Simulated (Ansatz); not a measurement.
All numbers below come from DFT PBE, scalar-relativistic, plane waves, PAW in Ansatz 0.2.0. All cells share a 420 eV cutoff and Γ-centred k meshes spaced at most about 0.3 Å⁻¹ (about 0.25 or finer for metals, 2π included). No spin polarisation in the final relaxations.

All energies are static (0 K, no zero-point motion).

Two relaxed structures of BaBr:

A.

```
Ba Br
1.0
     4.24624    0.00000    0.00000
    -2.12312    3.67735    0.00000
     0.00000    0.00000    9.51153
Ba Br
2 2
Direct
  0.00000 0.00000 0.50000
  0.00000 0.00000 0.00000
  0.33333 0.66667 0.25000
  0.66667 0.33333 0.75000
```

B.

```
Ba Br
1.0
     4.05568    0.00000    0.00000
     0.00000    4.05568    0.00000
     0.00000    0.00000    4.05568
Ba Br
1 1
Cartesian
  0.0000 0.0000 0.0000
  2.0278 2.0278 2.0278
```

Question: Which is lower in energy, and by how much?

Answer: A is lower, by 134 meV/atom. A has space group P6_3/mmc (No. 194), 37.1 Å³/atom and no gap on its mesh; B has the caesium chloride type, space group Pm-3m (No. 221), 33.4 Å³/atom and no gap. Counting Br atoms around Ba (those within 1.25 times the shortest such distance or 1.15 times the sum of covalent radii, 1.27 where that leaves under three), A has Ba 6 and B has Ba 8. The lower one is the more open, so pressure narrows the difference. Both come from invented guesses.

In Pm-3m an odd number of electrons in the primitive cell allows no gap without spin; a larger cell or a magnetic state could open one. A magnetic state wasn't ruled out in cells without spin, among them P6_3/mmc, Pm-3m. Cells relaxed within their symmetry can be saddle points.
